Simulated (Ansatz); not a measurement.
A plane-wave DFT run in Ansatz 0.2.0 (scalar-relativistic PAW potentials unless the input names others): input and command.

```yaml
crystal:
  lattice:
    - [4.0736374237, 0.0, 0.0]
    - [-2.0368187119, 3.5278734947, 0.0]
    - [0.0, 0.0, 4.9284473535]
  atoms:
    - { symbol: Cu, position: [0.0, 0.0, 0.0] }
    - { symbol: Cu, position: [0.0, 0.0, 0.5] }
    - { symbol: Sn, position: [0.3333333333, 0.6666666667, 0.25] }
    - { symbol: Sn, position: [0.6666666667, 0.3333333333, 0.75] }
basis:
  ecutwfc: 420
  xc_grid: 2
kpoints:
  mp_grid: { grid: [12, 12, 8] }
hamiltonian:
  xc: lda
scf:
  occupations: { method: tetrahedron_uncorrected }
output:
  forces: true
  eigenvalues: true
  stress: true
```

```bash
ansatz run input.yaml --threads 2 --pin off --max-ram 7168MiB --backend cpu --events-out ev --progress --plain --runs-dir out
```

Abridged log:
```
Basis set: ecut = 420 eV, 1385 PW (Γ), exchange–correlation on 60×60×72 points (8 copies of the dense FFT grid, shifted against one another)
Bands: 40, of which v1, the nominal top of the filled ones, is band 33 counted from 1 (32 counted from 0)
Symmetry: 24 space group operations
k-points: 95 of 1152
SCF iter   1: F=—  HF=-24870.629692 eV  |F-HF|=—  |Δ(HF+E_count)|=         —  Δρ=1.32e-2  dr2=5.58e-2  ethr=1.77e-3  ⟨swp⟩=6.7  Hψ=15401  notcnv=0
SCF iter   2: F=—  HF=-24870.625454 eV  |F-HF|=—  |Δ(HF+E_count)|=   4.24e-3  Δρ=9.67e-3  dr2=4.39e-2  ethr=8.45e-5  ⟨swp⟩=2.1  Hψ=8184  notcnv=0  defer=184
SCF iter   3: F=—  HF=-24870.614633 eV  |F-HF|=—  |Δ(HF+E_count)|=   1.08e-2  Δρ=3.25e-3  dr2=2.99e-3  ethr=6.65e-5  ⟨swp⟩=2.0  Hψ=5288  notcnv=0  defer=184
SCF iter   4: F=—  HF=-24870.613745 eV  |F-HF|=—  |Δ(HF+E_count)|=   8.88e-4  Δρ=6.59e-4  dr2=2.44e-4  ethr=4.53e-6  ⟨swp⟩=2.0  Hψ=6472  notcnv=0  defer=184
SCF iter   5: F=—  HF=-24870.613672 eV  |F-HF|=—  |Δ(HF+E_count)|=   7.28e-5  Δρ=1.09e-4  dr2=1.58e-5  ethr=3.70e-7  ⟨swp⟩=2.0  Hψ=5523  notcnv=0  defer=184
SCF iter   6: F=—  HF=-24870.613656 eV  |F-HF|=—  |Δ(HF+E_count)|=   1.61e-5  Δρ=4.67e-5  dr2=2.41e-6  ethr=2.39e-8  ⟨swp⟩=2.6  Hψ=6049  notcnv=0  defer=184
SCF iter   7: F=—  HF=-24870.613655 eV  |F-HF|=—  |Δ(HF+E_count)|=   5.08e-7  Δρ=4.57e-5  dr2=1.03e-6  ethr=3.65e-9  ⟨swp⟩=2.9  Hψ=6715  notcnv=0  defer=184
SCF iter   8: F=-24870.613655 eV  HF=-24870.613655 eV  |F-HF|=4.44e-9  |Δ(HF+E_count)|=   1.33e-7  Δρ=4.72e-6  dr2=1.76e-8  ethr=1.52e-10  ⟨swp⟩=5.6  Hψ=17019  notcnv=0
SCF 1 converged in 8 iterations: F = -24870.613655 eV  dr2 = 1.76e-8
SCF converged after 8 iterations
Free energy (F): -24870.613655 eV
Harris-Foulkes:  -24870.613655 eV  (|F-HF|=4.44e-9)
Internal energy: -24870.613203 eV  (E = F + TS)
E sigma→0 (E₀):  -24870.613655 eV
Entropy (-TS):   -0.000452 eV (-0.113 meV/atom)
Fermi energy:    13.934442 eV
--- Forces (eV/Å), atoms counted from 1 ---
  atom   1  Cu     0.00000000     0.00000000     0.00000000
  atom   2  Cu     0.00000000     0.00000000     0.00000000
  atom   3  Sn     0.00000000     0.00000000     0.00000000
  atom   4  Sn     0.00000000     0.00000000     0.00000000
--- Stress (GPa, compression-positive) ---
       -0.134155       0.000000       0.000000
        0.000000      -0.134155       0.000000
        0.000000       0.000000       0.060214
  P = ⅓ Tr σ = -0.0694 GPa (-0.694 kbar)
```

Apart from outputs, empty bands and the relaxation, which only the reference makes, the input differs from a reference run on usual settings in basis.xc_grid: not typed → 2; scf.occupations.width: 0.15 → not typed; scf.occupations.method: "fermi_dirac" → "tetrahedron_uncorrected". The reference, at the same geometry, ended its own course with pressure 0.00 GPa, largest force 0.000 eV/Å, no gap on the mesh. This run converged in 8 SCF iterations with an energy at zero smearing 28.43 meV/atom above the reference's, pressure -0.07 GPa, largest force 0.000 eV/Å, no gap on the mesh.

The run took 14 s on 2 threads of Intel(R) Xeon(R) Processor @ 2.50GHz (Skylake/Cascade Lake), on a shared host, peak memory 0.51 GiB.